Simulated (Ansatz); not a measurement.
Relaxed-ion elastic tensor of PbS (rock salt, Fm-3m) in GPa (Voigt order), r²SCAN+D4 in the plane-wave PAW code Ansatz; density 7.54 g/cm³, 26.35 Å³ per atom.

```
 144  17.1  17.1   0.0   0.0   0.0
17.1   144  17.1   0.0   0.0   0.0
17.1  17.1   144   0.0   0.0   0.0
 0.0   0.0   0.0  20.5   0.0   0.0
 0.0   0.0   0.0   0.0  20.5   0.0
 0.0   0.0   0.0   0.0   0.0  20.5
```

**Question.** Is the crystal mechanically stable?

**Answer.** Yes: the smallest eigenvalue of C is 20.5 GPa.

**Question.** Work out the Voigt, Reuss and Hill averages.

**Answer.** K_V = 59.6, K_R = 59.6, K_H = 59.6; G_V = 37.8, G_R = 28.1, G_H = 32.9 GPa.

**Question.** Give Young's modulus, Poisson's ratio, Pugh's ratio and the universal anisotropy index.

**Answer.** E = 9KG/(3K + G) = 83.4 GPa; ν = 0.27; K/G = 1.81 (near the Pugh limit of 1.75, no verdict); A_U = 5G_V/G_R + K_V/K_R − 6 = 1.72.

**Question.** Estimate the sound speeds and the Debye temperature.

**Answer.** v_l = √((K + 4G/3)/ρ) = 3710 m/s, v_t = √(G/ρ) = 2090 m/s, mean 2330 m/s; Θ = (h/k)(3n/4πV)^(1/3) v_m = 233 K.

**Question.** Give the Zener ratio and Young's modulus along [100], [110] and [111].

**Answer.** A = 2C44/(C11 − C12) = 0.32; 1/E = S11 − 2(S11 − S12 − S44/2)Γ with Γ = 0, 1/4, 1/3 gives 141, 65.0, 55.1 GPa.

Symmetry was held in the r²SCAN+D4 relaxation. Spin–orbit coupling is left out wherever it is not named.

Potentials: the earlier of the program's two PAW sets.
